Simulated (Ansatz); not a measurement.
## Ti$_{4}$O$_{5}$ (I4/m), a vibration from a frozen displacement

These are results of Ansatz 0.2.0, DFT PBEsol, scalar-relativistic, plane waves, PAW, not measurements. Cutoff 420 eV, Γ-centred 12×12×12 k-points, Gaussian smearing of 0.15 eV. No spin polarisation. Energies are free energies at this smearing, counted from the undisturbed cell; pressure is positive in compression.

The starting cell (relaxed at this level; it needn't be the usual structure):

```xyz
9
Lattice="-3.2720 3.2720 2.0615 3.2720 -3.2720 2.0615 3.2720 3.2720 -2.0615" Properties=species:S:1:pos:R:3 pbc="T T T"
Ti    1.4093    3.9725    0.0000
Ti    2.5715    1.4093    0.0000
Ti    0.7005    1.8627    2.0615
Ti    1.8627   -0.7005    2.0615
O    -1.2593    2.6705    2.0615
O     0.6015    2.0126    0.0000
O     2.6705    1.2593    2.0615
O     4.5313    0.6015    0.0000
O     0.0000    0.0000    2.0615
```

Atom 5 (O) is moved by x along the Cartesian unit vector (0.000, 0.000, 1.000); the cell and all other atoms stay fixed. The cell's volume is 88.28 Å³; the moved atoms weigh 15.999 u together and the others 255.464 u. Some rows repeat others by symmetry and weren't run.

```csv
x (Å),ΔE (meV/cell),total force on the moved atoms along the move (eV/Å),pressure (GPa)
-0.2000,270.25,2.8546,1.7378
-0.1667,184.56,2.3001,1.2043
-0.1333,116.38,1.7891,0.7733
-0.1000,64.80,1.3138,0.4433
-0.0667,28.61,0.8631,0.2097
-0.0333,7.10,0.4270,0.0700
0.0000,0.00,0.0000,0.0238
0.0333,7.10,-0.4270,0.0700
0.0667,28.61,-0.8631,0.2097
0.1000,64.80,-1.3138,0.4433
0.1333,116.38,-1.7891,0.7733
0.1667,184.56,-2.3001,1.2043
0.2000,270.25,-2.8546,1.7378
```

What frequency belongs to this motion?

The force constant is k = −dF/dx = 12.823 eV/Å², from the parabola through x = -0.0333, 0 and 0.0333. In every cell the moved atoms swing against the rest, so the mass is μ = m₁m₂/(m₁ + m₂) = 15.056 u, and ν̃ = 521.5 cm⁻¹ × √(|k|/μ) = 481 cm⁻¹. The pattern needn't be a normal mode: ν̃² is then a weighted mean of the squared nonzero frequencies at the zone centre of this cell, so it lies between the lowest and the highest of them.

How far does the harmonic law reach?

At x = -0.200 Å, kx²/2 = 256.46 meV against the computed 270.25 meV (+5.4 %): the well is still close to harmonic there.

The pressure changes with x². What does that say about the frequency under compression?

With E = k(V)x²/2, k ∝ V^(−2γ) and x scaling with the cell as V^(1/3), P − P0 = −∂E/∂V = (2γ − 2/3) ΔE/V. At x = 0.0667 Å, V(P − P0) = 88.28 × 0.18592 / 160.2 eV = 102.44 meV and ΔE = 28.61 meV, so γ = 1/3 + V(P − P0)/(2ΔE) = 2.12. This is the Grüneisen parameter of the motion under uniform scaling of the cell: shrinking the cell evenly by 1 % in volume raises the frequency by about 2.12 %.

No gap shows at this level, though a semilocal functional can close a small gap that the real compound has; without a gap these slopes depend on the k mesh and the smearing.